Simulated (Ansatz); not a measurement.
## MgScMnS4: field gradients at two levels of theory

Cell: a Materials Project structure (computed, not necessarily an observed phase).

Space group Imma (No. 74); a = 7.4667, b = 7.5128, c = 10.3616 Å.

```
site  Wyckoff  site symmetry       x       y       z
  Mg       4e            mm2  0.5000  0.2500  0.8751
  Sc       4a          2/m..  0.0000  0.5000  0.0000
  Mn       4c          .2/m.  0.7500  0.2500  0.2500
  S7       8h            m..  0.0000  0.0270  0.2477
  S8       8i            .m.  0.2635  0.2500  0.4842
```

One atom of each set is listed; the run and its k-mesh use a cell of 14 atoms with edges of 7.41, 7.41, 7.41 Å.

First run. The numbers come from a DFT calculation in Ansatz (PBE, plane waves and PAW, scalar-relativistic, collinear spin, 420 eV cutoff, Γ-centred 6×6×6 k-points, Fermi–Dirac smearing 0.05 eV). Start moments as typed (μB): 4 on each Mn, none on the rest.

| site | V_zz (10²¹ V/m²) | η | m (μB) |
| --- | --- | --- | --- |
| Mg | -0.32 | 0.42 | 0.01 |
| Sc | -0.88 | 0.45 | 0.03 |
| Mn | 1.20 | 0.54 | 3.59 |
| S7 | -5.76 | 0.59 | 0.00 |
| S8 | 6.08 | 0.35 | -0.01 |

Second run. The same atoms and settings, except that the functional is r2SCAN and the cutoff is 500 eV.

**Question.** What does the second run give?

**Answer.** 

```
site   V_zz     η  change of V_zz  m (μB)
  Mg  -0.33  0.49           -0.01    0.01
  Sc  -0.95  0.43           -0.07    0.02
  Mn   1.72  0.45           +0.52    3.80
  S7  -5.48  0.81           +0.28   -0.03
  S8   6.24  0.30           +0.16   -0.04
```

The largest change of V_zz is on Mn, from 1.20 to 1.72. In per cent, |V_zz| changes by -5 to +3 on S (all sites that start above 2). Where |V_zz| stays above 0.1, η moves most on S7, from 0.59 to 0.81. The absolute magnetisation of the cell goes from 8.6 to 9.1 μB.

With no gap above 0.1 eV, as in a metal, the gradients converge slowly in k; expect changes of a tenth or more on a denser mesh. Semilocal functionals can leave a metal where correlation in the d or f shell opens a gap in the real compound, and that would change the values at and beside Mn. All moments are parallel here, as the start or the cell imposes; many such compounds order antiparallel, where fields and spin densities carried over to other atoms largely cancel. The magnetic order is the one that the run reached from its start moments, not necessarily the measured one.
For the second run: The program didn't check the stability of this electronic state in full, so a lower one may lie near.
